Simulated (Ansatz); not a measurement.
A: NbN (rock salt), a = 4.4213 Å, b = 4.4213 Å, c = 4.4213 Å, α = 90.00°, β = 90.00°, γ = 90.00°
B: BP (zinc blende), a = 4.5485 Å, b = 4.5485 Å, c = 4.5485 Å, α = 90.00°, β = 90.00°, γ = 90.00°
C: KBr (rock salt), a = 6.7052 Å, b = 6.7052 Å, c = 6.7052 Å, α = 90.00°, β = 90.00°, γ = 90.00°
D: Ce (fcc, Cu type), a = b = c = 4.732 Å, α = β = γ = 90.00°
E: InP (zinc blende), a = 5.960 Å, b = 5.960 Å, c = 5.960 Å, α = 90.00°, β = 90.00°, γ = 90.00°

Scan: energy against volume (even scaling of the relaxed cell, symmetry kept). All come from one method, each on a k mesh of its own. All were relaxed with their symmetry unable to fall. Ce is run without spin polarisation. NbN is run without spin polarisation. The relaxed volume of Ce is well below the measured one. This is a high-temperature form of NbN. The f-shell state is unchecked: a lower one may exist. (This holds for the magnetic or f-shell members.)

Rank these by bulk modulus (fitted) (highest first), as PBE (plane waves to 420 eV, PAW, scalar-relativistic; Ansatz, a first-principles code) gives it.

A (306 GPa), B (162 GPa), E (59.4 GPa), D (38.1 GPa), C (13.5 GPa)

(Under strain, the slope of the energy per volume gives the stress and its curvature an elastic modulus.)
